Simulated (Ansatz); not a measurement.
# Li$_{2}$Cu: reading a single point

```
CELL_PARAMETERS angstrom
0.00000 2.77590 0.00000
2.77590 0.00000 0.00000
1.38795 1.38795 -4.87537
ATOMIC_POSITIONS crystal
Li 0.34000 0.34000 0.32000
Li 0.66000 0.66000 0.68000
Cu 0.00000 0.00000 0.00000
```

Single point in Ansatz 0.2.0 with LDA, no spin polarisation. Cutoff 420 eV, PAW datasets, 12×12×12 Γ-centred k mesh, fermi-dirac filling (width 0.1 eV).

Q: Is there a gap?

A: It is a metal, with about 0.95 states/eV a cell as the mean within 0.25 eV of the Fermi level.

Q: Which atom feels the largest force, and which way?

A: The largest is on Li1 (and as large on other atoms): 0.38 eV/Å, components (0.00, 0.00, 0.38). It makes 52° with the line to a nearest neighbour, Cu3 at 2.51 Å.

Q: What does the stress say?

A: The pressure is 1.0 GPa (compression positive), so with the atoms held at these fractions the cell would first expand.

Q: What do density and ELF say about some of the short contacts?

A: Li–Cu at 2.51 Å: least valence density 0.12 e/Å³ and ELF 0.06 there. Li–Li at 2.63 Å: least valence density 0.07 e/Å³ and ELF 0.15 there. Cu–Cu at 2.78 Å: least valence density 0.22 e/Å³ and ELF 0.30 there. Both are smooth PAW fields, read partly inside the augmentation spheres.

Origin: a known structure type with other elements, at an estimated volume, so it need not be a known compound.
